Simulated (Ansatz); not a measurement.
This run works on a proposed trial structure, not on a known crystal.

Input and command of a plane-wave DFT calculation in Ansatz:

```yaml
crystal:
  lattice:
    - [1.9073935368, 1.1012341719, 10.2037887642]
    - [-1.9073935368, 1.1012341719, 10.2037887642]
    - [0.0, -2.2024683439, 10.2037887642]
  atoms:
    - { symbol: Ti, position: [0.3905594534, 0.3905594534, 0.3905594534] }
    - { symbol: Ti, position: [0.6094405466, 0.6094405466, 0.6094405466] }
    - { symbol: Sn, position: [0.0, 0.0, 0.0] }
    - { symbol: Te, position: [0.7784001537, 0.7784001537, 0.7784001537] }
    - { symbol: Te, position: [0.2215998463, 0.2215998463, 0.2215998463] }
basis:
  ecutwfc: 500
kpoints:
  mp_grid: { grid: [12, 12, 12] }
hamiltonian:
  xc: r2scan
scf:
  occupations: { method: gaussian, width: 0.1 }
output:
  forces: true
  stress: true
  eigenvalues: true
```

```bash
ansatz run input.yaml --threads 1 --pin off --max-ram 2560MiB --backend cpu --events-out ev --progress --plain --runs-dir out
```

Processor: Intel(R) Xeon(R) Processor @ 2.50GHz (Skylake/Cascade Lake), 1 thread, on a host shared with other jobs.

Problem. Estimate time, memory and problem size.

Solution. About 3.5 min, peak memory 1.3 GiB. It solves 42 bands at 189 k points (after reduction by symmetry) with about 3253 plane waves, in 9 SCF iterations.
